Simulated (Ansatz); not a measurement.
TbHg:
```yaml
crystal:
  lattice:
    - [3.70783, 0.00000, 0.00000]
    - [0.00000, 3.70783, 0.00000]
    - [0.00000, 0.00000, 3.70783]
  atoms:
    - { symbol: Tb, position: [0.50000, 0.50000, 0.50000] }
    - { symbol: Hg, position: [0.00000, 0.00000, 0.00000] }
```
The run is spin-polarised; directions of the spins, atom by atom: ↑ 0.

Relaxed with r²SCAN.

Problem. Give the Bader charges and basin volumes of the independent atoms, DFT-r²SCAN in the program Ansatz with PAW potentials.

Solution. 

```json
[
 {"atom": "Tb1", "Bader charge (e)": "+1.38", "Bader volume (Å³)": "19.5"},
 {"atom": "Hg2", "Bader charge (e)": "-1.38", "Bader volume (Å³)": "31.4"}
]
```

Space group Pm-3m (CsCl type). The workflow started from a Materials Project entry (that database holds measured and hypothetical structures alike); the Crystallography Open Database files this formula in space group No. 221, but the cells were not matched. Whether it is the stable phase at ambient conditions was not checked. Symmetry was held in the r²SCAN relaxation; whether a distortion lowers the energy is not shown. Magnetic state: ferromagnetic, the only order run, not a proven ground state. The cell computed holds one magnetic atom, so no antiferromagnetic order was within reach. The 4f shell is in the valence, and the state reached may lie above the lowest one. Other orbital occupations within this spin state were not tried. No Hubbard U is applied. Scalar-relativistic: spin–orbit coupling is off unless named, which matters more the heavier the elements.

Potentials: the later of the program's two PAW sets.
